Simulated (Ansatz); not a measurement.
MoS2 in space group R3m (No. 160; Mo on 3a, S on 3a, S on 3a), LDA in the plane-wave PAW code Ansatz. The conduction-band minimum lies on the Γ–S0 line, 54 % of the way from Γ, with 6 equivalent valleys. Second derivatives d²E/dk² of the lowest band at one valley (eV·Å²), along Cartesian directions:

```csv
direction,d²E/dk²
[100],11.16
[010],12.47
[001],16.57
[110],10.68
[101],13.42
[011],14.27
```

Find the principal effective masses, the density-of-states mass and the conductivity mass.

Off-diagonal terms follow from H_xy = H[110] − (H_xx + H_yy)/2, and m*/mₑ = 7.620 eV·Å² over each eigenvalue: 0.46, 0.58, 0.73. One valley's DOS mass (m₁m₂m₃)^(1/3) = 0.58, conductivity mass 3/(Σ 1/mᵢ) = 0.57 mₑ.

What effective density of states Nc follows at 300 K for parabolic valleys?

Nc = 2.509e19 × 6 × (0.58)^(3/2) ≈ 6.7e19 cm⁻³.

With the computed static dielectric constant 13.2 (mean of the diagonal), estimate a hydrogenic donor's binding energy and radius.

E = 13.606 eV × 0.57/13.2² ≈ 45 meV; a = 0.529 Å × ε/m* ≈ 12 Å. Semilocal masses tend to be too small where the gap is.

The LDA relaxation kept the symmetry of its start; of distortions, only those at the zone centre were tested. No spin polarisation was allowed. A crystal of weakly bound layers computed without a dispersion correction: the cell and the soft elastic constants depend strongly on that. Spin–orbit coupling is left out wherever it is not named.

Potentials: the earlier of the program's two PAW sets.
